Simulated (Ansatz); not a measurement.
# Migration of H in Nb

Level of theory: DFT LDA, scalar-relativistic, plane waves, PAW in Ansatz 0.2.0. Settings: 420 eV cutoff, 3×3×3 k-mesh, Gaussian smearing of 0.10 eV, no spin polarisation.

Host crystal, relaxed:

```xyz
1
Lattice="-1.6238 1.6238 1.6238 1.6238 -1.6238 1.6238 1.6238 1.6238 -1.6238" Properties=species:S:1:pos:R:3 pbc="T T T"
Nb    0.0000    0.0000    0.0000
```

In a supercell of 32 host sites, interstitial H hops to an equivalent place, moving 1.15 Å between the relaxed ends. Climbing-image nudged elastic band at fixed cell with images 0 (start) to 6 (end), the path measured over all atoms, converged to 0.05 eV/Å; the order of the saddle wasn't checked, and the small cell leaves errors of about a tenth of an eV. Zero-point motion and tunnelling, which matter for H, are left out.

Supercell rows in host cell vectors: 4 2 2; 2 -2 0; 2 0 -2. H was set at (0.250, 0.500, 0.750) of the host cell.

At the relaxed start H has 4 Nb at 1.89 Å, 4 Nb at 2.93 Å.

Problem. What barrier does the band give, and what surrounds the atom at the top?

Solution. 0.16 eV at image 3, where H has 2 Nb at 1.83 Å, 1 Nb at 1.88 Å, 2 Nb at 2.33 Å, 1 Nb at 2.78 Å.

Cost: 1 run of about 80 core-minutes, on Intel Xeon Processor @ 2.70GHz (shared hosts).